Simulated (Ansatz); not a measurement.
HfC (rock salt), relaxed and computed with several functionals in Ansatz (plane waves, PAW). Much of their spread follows the volume that each gives.

```tsv
functional	V (Å³/atom)	B₀ by P(V) fit (GPa)
r²SCAN	12.49	?
LDA	11.95	261
PBEsol	12.22	248
PBE	12.58	233
```

Task: Fit a straight line to ln B₀ against ln V and predict the withheld value.

Result: Least squares on the 3 shown rows: ln B₀ = -2.21 × ln V + (11.046), with a scatter of 0 %. For r²SCAN this gives 236. The run itself gave 244, outside the scatter: the line misses something about this case.

All cells were relaxed under the symmetry of their starts (and spin orders); stability against distortions was not tested throughout. Rows with no word on spin ran without spin polarisation. Spin–orbit coupling is left out wherever it is not named.

Potentials: the later of the program's two PAW sets.

Ansatz (a first-principles code) is a plane-wave DFT program.
